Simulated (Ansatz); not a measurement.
InSb (zinc blende)

```
CELL_PARAMETERS angstrom
      0.00000     3.25957     3.25957
      3.25957     0.00000     3.25957
      3.25957     3.25957     0.00000
ATOMIC_POSITIONS crystal
  Sb 0.75000 0.75000 0.75000
  In 0.00000 0.00000 0.00000
```

The slice is a {100} plane (indices of the conventional cell) through the point (0.000, 0.000, 0.000) (fractional), spanned by u = [100] and v = [0 1 -1] in vectors of this cell: u (4.61 Å) and v (4.61 Å, at 90° to u). It covers one period; positions are fractions (u, v).

These are PBEsol (plane waves to 420 eV, PAW, scalar-relativistic; Ansatz, a first-principles code) values and carry that method's errors. k mesh 12×12×12. These are valence fields of a PAW run, semicore shells included where kept as valence: close to a nucleus they are smooth pseudo fields. At this level the bands of InSb touch or barely overlap; measurements give the solid a gap. InSb was relaxed with its symmetry unable to fall. Spin-orbit coupling is left out, though Sb is heavy.

Question: Sketch the valence electron density on this plane as a map.

Answer: 
```
|99988765443333333333333445678899|
|99987655443333333333333445567899|
|88887654433333333333333344567888|
|88776554433332222222333344556778|
|77665544333222222222223334455667|
|66555443332222222222222333445556|
|55544433322222222222222233344455|
|44444333222221111111222223334444|
|44433332222111111111112222333344|
|33333322221111111111111222233333|
|33333222211111000001111122223333|
|33333222211100000000011122223333|
|33332222111100000000011112222333|
|33332222111000000000001112222333|
|33332222111000000000001112222333|
|33332222111000000000001112222333|
|33332222111000000000001112222333|
|33332222111000000000001112222333|
|33332222111100000000011112222333|
|33333222211100000000011122223333|
|33333222211111000001111122223333|
|33333322221111111111111222233333|
|44433332222111111111112222333344|
|44444333222221111111222223334444|
|55544433322222222222222233344455|
|66555443332222222222222333445556|
|77665544333222222222223334455667|
|88776554433332222222333344556778|
|88887654433333333333333344567888|
|99987655443333333333333445567899|
|99988765443333333333333445678899|
|99988765443333333333333445678899|
```
Scale: ten equal steps from -1.99 (start of '0') to 1.11 (end of '9'), in the order '0123456789'. Values: log₁₀ of the valence density in e/Å³. The map has 32 points along u (one character each, u = 0 at the left) and 32 along v (v = 0 in the bottom row). The scale is logarithmic, as a density can span decades between atoms and voids.
